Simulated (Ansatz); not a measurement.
Pb (fcc (Cu type)), relaxed and computed with several functionals in Ansatz (plane waves, PAW).

```csv
functional,a (Å)
PBE,5.041
r²SCAN+D4,4.972
PBE+D3(BJ),4.959
PBEsol,4.935
LDA,4.882
r²SCAN,[?]
```

Q: Some entries are withheld; supply them.

A: 
- r²SCAN, a (Å): 4.996

All cells were relaxed under the symmetry of their starts (and spin orders); stability against distortions was not tested throughout. Scalar-relativistic: spin–orbit coupling is off unless named, which matters more the heavier the elements.

Potentials: the earlier of the program's two PAW sets. The files were generated under PBE; for other functionals the program regenerates the frozen cores, and for LDA and PBEsol the local potential too.

Ansatz (a program for electronic structure) is a plane-wave DFT program.
